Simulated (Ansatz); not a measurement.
TaS$_{2}$ (CdI2 type, P-3m1) at seven volumes, the program Ansatz at the LDA level (PAW), shape and atoms relaxed at each. One row is withheld.

| V (Å³/atom) | P (GPa) |
|---|---|
| 16.288 | 6.84 |
| 16.825 | 3.91 |
| 17.362 | ? |
| 17.899 | 0.00 |
| 18.436 | -1.17 |
| 18.972 | -1.88 |
| 19.509 | -2.19 |

### Question
Fit the shown pressures and predict the withheld one.

### Answer
Third-order Birch–Murnaghan: P = (3/2)B₀(x^(7/2) − x^(5/2))[1 + (3/4)(B′ − 4)(x − 1)] with x = (V₀/V)^(2/3). Least squares on the six rows gives V₀ = 17.895 Å³/atom, B₀ = 44.68 GPa, B′ = 11.35. At V = 17.362, x = 1.0204 and P = 1.60 GPa. The run itself gave 1.62 GPa.

This is a known high-temperature phase of the composition, computed here at zero pressure and temperature. Symmetry was held in the LDA relaxation; its stability against distortions is not shown here. No spin polarisation was allowed. A crystal of weakly bound layers computed without a dispersion correction: the cell and the soft elastic constants depend strongly on that. Scalar-relativistic: spin–orbit coupling is off unless named, which matters more the heavier the elements.

Potentials: the earlier of the program's two PAW sets. The files were generated under PBE; for other functionals the program regenerates the frozen cores, and for LDA and PBEsol the local potential too.
